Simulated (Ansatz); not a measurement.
YN:
```cif
data_NY
_chemical_formula_sum 'Y1 N1'
_space_group_name_H-M_alt 'P 1'
_space_group_IT_number 1
_cell_length_a 3.46907
_cell_length_b 3.46907
_cell_length_c 3.46907
_cell_angle_alpha 60.000
_cell_angle_beta 60.000
_cell_angle_gamma 60.000
loop_
_space_group_symop_operation_xyz
  'x, y, z'
loop_
_atom_site_label
_atom_site_type_symbol
_atom_site_fract_x
_atom_site_fract_y
_atom_site_fract_z
_atom_site_occupancy
Y1 Y 0.00000 0.00000 0.00000 1
N1 N 0.50000 0.50000 0.50000 1
```

Relaxed with PBE.

Problem. Which orbitals make up the states near the band edges in PBE (plane waves, PAW; program Ansatz)?

Solution. Top 1 eV of the valence band: N 2p 80 %, Y 4d 16 %. Bottom 1 eV of the conduction band: Y 4d 82 %, N 2p 17 %. Projections are on Löwdin-orthogonalised atomic valence shells; empty p or d shells of many metals are not among them.

Problem. Tabulate the density of states.

Solution. States/eV per cell of 2 atoms, in 0.25 eV bins, energy from the valence-band maximum.

```
E (eV)  total  N 2p  Y 4d  Y 5s
------  -----  ----  ----  ----
-7.85    0.00  0.00  0.00  0.00
-7.60    0.00  0.00  0.00  0.00
-7.35    0.00  0.00  0.00  0.00
-7.10    0.00  0.00  0.00  0.00
-6.85    0.00  0.00  0.00  0.00
-6.60    0.00  0.00  0.00  0.00
-6.35    0.00  0.00  0.00  0.00
-6.10    0.00  0.00  0.00  0.00
-5.85    0.00  0.00  0.00  0.00
-5.60    0.00  0.00  0.00  0.00
-5.35    0.00  0.00  0.00  0.00
-5.10    0.00  0.00  0.00  0.00
-4.85    0.00  0.00  0.00  0.00
-4.60    0.00  0.00  0.00  0.00
-4.35    0.00  0.00  0.00  0.00
-4.10    0.00  0.00  0.00  0.00
-3.85    0.21  0.10  0.08  0.02
-3.60    0.43  0.22  0.15  0.04
-3.35    0.75  0.41  0.24  0.07
-3.10    1.27  0.74  0.36  0.12
-2.85    1.35  0.82  0.34  0.13
-2.60    1.34  0.85  0.29  0.14
-2.35    0.95  0.63  0.20  0.08
-2.10    2.11  1.41  0.60  0.05
-1.85    3.65  2.53  0.98  0.03
-1.60    4.73  3.35  1.14  0.01
-1.35    2.61  1.84  0.66  0.01
-1.10    1.80  1.33  0.41  0.00
-0.85    1.46  1.13  0.27  0.00
-0.60    0.99  0.82  0.13  0.00
-0.35    0.27  0.24  0.03  0.00
-0.10    0.07  0.06  0.00  0.00
0.15     0.00  0.00  0.00  0.00
0.40     0.03  0.00  0.02  0.00
0.65     0.09  0.01  0.08  0.00
0.90     0.14  0.02  0.11  0.00
1.15     0.20  0.04  0.16  0.00
1.40     0.25  0.05  0.20  0.00
1.65     0.30  0.06  0.24  0.00
1.90     0.36  0.07  0.28  0.00
2.15     0.41  0.07  0.33  0.00
2.40     0.48  0.08  0.38  0.00
2.65     0.55  0.09  0.43  0.00
2.90     0.66  0.11  0.52  0.01
3.15     0.79  0.13  0.62  0.01
3.40     0.80  0.14  0.62  0.02
3.65     0.88  0.15  0.68  0.02
3.90     0.88  0.14  0.69  0.02
4.15     0.81  0.11  0.64  0.02
4.40     0.91  0.12  0.70  0.03
4.65     0.99  0.13  0.75  0.05
4.90     1.10  0.15  0.82  0.06
```

Space group Fm-3m (rock salt). The PBE relaxation kept the symmetry of its start. The run is not spin-polarised. Spin–orbit coupling is left out wherever it is not named.

Potentials: the later of the program's two PAW sets.
